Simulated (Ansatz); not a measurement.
Zone-centre phonons of ZnAg: input and output

These are results of DFT PBEsol, scalar-relativistic, plane waves, PAW (Ansatz 0.2.0), not measurements.

Launched with:
```bash
ansatz run input.yaml --threads 1 --pin off --max-ram 3072MiB --backend cpu --events-out ev --progress --plain --runs-dir out
```

Input (bare energies are in eV):
```yaml
crystal:
  lattice:
    - [3.1176290039, 0.0, 0.0]
    - [0.0, 3.1176290039, 0.0]
    - [0.0, 0.0, 3.1176290039]
  atoms:
    - { symbol: Zn, position: [0.5, 0.5, 0.5] }
    - { symbol: Ag, position: [0.0, 0.0, 0.0] }
basis:
  ecutwfc: 420
kpoints:
  mp_grid: { grid: [14, 14, 14] }
hamiltonian:
  xc: pbesol
scf:
  occupations: { method: fermi_dirac, width: 0.15 }
output:
  eigenvalues: true
phonons:
  method: dfpt
  eigenvectors: true
```

Results section of the output:
```
--- Phonons (Γ-DFPT): 2 representative perturbations + reference, on 288 of 2744 k-points (Σ response iterations 7) ---
  k mesh reduced under 8 symmetry operations, with k and −k counted as one. Each operation leaves every solved perturbation unchanged. A smaller set is not used because it would not reduce the number of displacements ...
  ASR residual: 2.522e-4 → 0.000e0 eV/Å²; symmetrization residual: 1.665e-6 eV/Å²
  ASR residual per site (eV/Å²): 8.57e-5 2.52e-4
  Γ frequencies (cm⁻¹): 0.00 0.00 0.00 162.00 162.00 162.00
  non-analytic LO–TO correction: not included (Born effective charges unavailable; polar crystals: no LO–TO splitting at Γ)
```

The run took 49 s on 1 thread of Arm Neoverse V1, on a shared host, peak memory 0.78 GiB.

In a metal, frequencies and elastic constants depend on the k mesh and the smearing, soft modes and shear constants most.